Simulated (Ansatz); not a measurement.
FeSi$_{2}$:
```cif
data_FeSi2
_chemical_formula_sum 'Fe1 Si2'
_space_group_name_H-M_alt 'P4/mmm'
_space_group_IT_number 123
_space_group_name_Hall '-P 4 2'
_cell_length_a 2.65990
_cell_length_b 2.65990
_cell_length_c 5.06556
_cell_angle_alpha 90.000
_cell_angle_beta 90.000
_cell_angle_gamma 90.000
loop_
_atom_site_label
_atom_site_type_symbol
_atom_site_symmetry_multiplicity
_atom_site_Wyckoff_symbol
_atom_site_fract_x
_atom_site_fract_y
_atom_site_fract_z
_atom_site_occupancy
Fe1 Fe 1 a 0.00000 0.00000 0.00000 1
Si1 Si 2 h 0.50000 0.50000 0.27123 1
```

Relaxed at zero pressure with DFT-LDA in the program Ansatz with PAW potentials.

Problem. The volume is raised by 9 % and shape and atoms relax at that volume. What pressure results, and how do the axes share the change?

Solution. -14.3 GPa; a 3.3 %, b 3.3 %, c 2.2 %; the energy rises by 52 meV/atom.

Problem. Give the new structure.

Solution. 
Space group P4/mmm (No. 123); a = b = 2.7475 Å, c = 5.1750 Å, α = β = γ = 90.00°

```
atom  site  symmetry       x       y       z
----  ----  --------  ------  ------  ------
Fe      1a     4/mmm  0.0000  0.0000  0.0000
Si      2h       4mm  0.5000  0.5000  0.2682
```

The phase is kept; no other phase was compared at this pressure.

The first step of the workflow began from a Materials Project structure, measured or hypothetical; the Crystallography Open Database files this formula in space group No. 123, but the cells were not matched. Its standing as an ambient phase is unchecked. The cell was relaxed with LDA under the symmetry of its start; of distortions, only those at the zone centre were tested. The run is not spin-polarised.

Potentials: the later of the program's two PAW sets.
